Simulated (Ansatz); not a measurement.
N:
```xyz
4
Lattice="3.5196 0.0000 0.0000 -1.7598 3.0480 0.0000 0.0000 0.0000 6.8403" Properties=species:S:1:pos:R:3 pbc="T T T"
N      0.0000     2.0320     2.2571
N      1.7598     1.0160     4.5832
N      1.7598     1.0160     5.6772
N      0.0000     2.0320     1.1630
```

Relaxed with LDA. Special points in fractions of this cell's reciprocal vectors: Γ (0.000, 0.000, 0.000); M (0.500, 0.000, 0.000); K (0.333, 0.333, 0.000); A (0.000, 0.000, 0.500); L (0.500, 0.000, 0.500); H (0.333, 0.333, 0.500).

Q: List the band energies nearest the valence-band maximum at these points for plane-wave PAW LDA (Ansatz code).

A: In eV from the valence-band maximum; about four levels below and three above (degenerate sets whole), none deeper than 8.9 eV; points with the same levels are listed once.

| k | below | above |
|---|---|---|
| Γ | -1.87 -1.87 -1.75 -1.75 0.00 | 7.90 7.90 8.42 8.42 |
| M | -2.11 -1.88 -0.84 -0.22 | 6.40 7.40 7.42 |
| K | -2.52 -2.52 -2.27 -0.46 -0.46 | 6.41 7.33 7.33 |
| A | -1.81 -1.81 -1.81 -1.81 -0.78 -0.78 | 8.15 8.15 8.15 8.15 |
| L | -2.00 -2.00 -0.62 -0.62 | 6.94 6.94 7.90 7.90 |
| H | -2.34 -2.34 -0.59 -0.59 | 7.18 7.18 7.41 7.41 |

Space group P6_3/mmc. The first step of the workflow began from a Materials Project structure, measured or hypothetical; the Crystallography Open Database copy checked does not list it. It is not the usual solid phase (space group No. 205). The LDA relaxation kept the symmetry of its start; its stability against distortions is not shown here. The substance is a gas or liquid at ambient conditions. A crystal of weakly bound molecules computed without a dispersion correction: the cell and the soft elastic constants depend strongly on that.

Potentials: the later of the program's two PAW sets.
